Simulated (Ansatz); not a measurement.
Values for one crystal, relaxed and computed with PBEsol in the plane-wave PAW code Ansatz; other levels are named.

- Volume per atom: 14.01 Å³
- Electronic character: metallic (no gap)
- Formation energy from the elements (no fitted shifts): -0.24 eV/atom
- Density of states at the Fermi level: 0.33 states/eV per atom (mean over ±0.08 eV)

### Question
Which of these materials gives this?
A) Sn2GeTe3, P-3m1 (Sn on 2d, Ge on 1b, Te on 2d, Te on 1a)
B) CoGe2, Cmce (Co on 8d, Ge on 8f, Ge on 8e)
C) SiGe, CsCl type
D) CaZn2Ge2, I4/mmm (Ge on 4e, Ca on 2a, Zn on 4d)

### Answer
B, CoGe2, Cmce (Co on 8d, Ge on 8f, Ge on 8e)

The first step of the workflow began from a Materials Project structure, measured or hypothetical; the Crystallography Open Database copy checked does not list it. Its standing as an ambient phase is unchecked. The PBEsol relaxation kept the symmetry of its start; whether a distortion lowers the energy is not shown. The run is not spin-polarised. The references are the lowest solids computed at this level, not always the standard phases. Spin–orbit coupling is left out wherever it is not named.

Potentials: the later of the program's two PAW sets.
